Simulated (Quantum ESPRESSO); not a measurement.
# Zr2NbO5F3: convergence and cost over cutoff and k mesh

Simulated, not a measurement. The program is pw.x of Quantum ESPRESSO 7.5 (plane-wave density functional theory). The cell is made up: 11 atoms on a fluorite lattice with one site empty, with randomly drawn elements, strain and displacements, not relaxed. PseudoDojo standard norm-conserving files (v0.5 for PBE, v0.4.1 for LDA and PBEsol) set the functional; there is no spin polarisation, spin-orbit coupling or dispersion term, and the masses in the input are unused placeholders.

Input of the run in row 2:

```
&control calculation='scf', pseudo_dir='./dojo.nc.sr.pbe.v0_5.standard.upf', outdir='./o', disk_io='low', tprnfor=.true., tstress=.true. /
&system ibrav=0, nat=11, ntyp=4, nbnd=50, ecutwfc=84.00895049, nosym=.true., tot_charge=0,
 occupations='smearing', smearing='fd', degauss=0.0018374661
/
&electrons conv_thr=7.350e-09, electron_maxstep=60, /
ATOMIC_SPECIES
F 1.0 F.upf
Nb 1.0 Nb.upf
O 1.0 O.upf
Zr 1.0 Zr.upf
CELL_PARAMETERS angstrom
4.9716 0.0161 0.0787
0.0161 5.0766 0.0783
0.0787 0.0783 5.0869
ATOMIC_POSITIONS angstrom
Zr -0.0066 2.5513 2.579
Zr 2.5412 0.082 2.6096
Nb 2.4886 2.5226 0.0556
O 1.2599 1.2485 1.3228
F 1.2848 1.3138 3.84
O 1.2832 3.7782 1.3096
O 1.2769 3.8679 3.8793
O 3.7393 1.305 1.3626
F 3.7761 1.3246 3.9364
O 3.7803 3.8713 1.3524
F 3.7798 3.8693 4.0039
K_POINTS automatic
5 4 4 1 1 1
```

The same cell was run at these settings. Meshes are shifted by half a step, and differences are from the last row, which is itself not exact.

| cutoff (eV) | k mesh | k points solved | threshold (eV) | free energy less the last row's (eV) | pressure (GPa) | largest stress difference (GPa) | largest force difference (eV/Å) | iterations | wall time (s) | k-point pools | processor |
| --- | --- | --- | --- | --- | --- | --- | --- | --- | --- | --- | --- |
| 800 | 2 x 2 x 2 | 4 | 1e-04 | 1.379 | -18.54 | 15.16 | 0.117 | 14 | 13 | 4 | AMD EPYC, Zen 5 class |
| 1143 | 5 x 4 x 4 | 40 | 1e-07 | 0.001 | -3.53 | 0.04 | 0.006 | 18 | 94 | 4 | AMD EPYC, Zen 5 class |
| 1467 | 7 x 6 x 6 | 126 | 1e-07 | 0.000 | -3.49 | 0.00 | 0.000 | 18 | 447 | 4 | AMD EPYC, Zen 5 class |

Each pool is one process. Wall times include start-up and a band step at six k points, which weighs most on the coarsest meshes. The runs were on shared virtual cores whose load varied, so times are rough.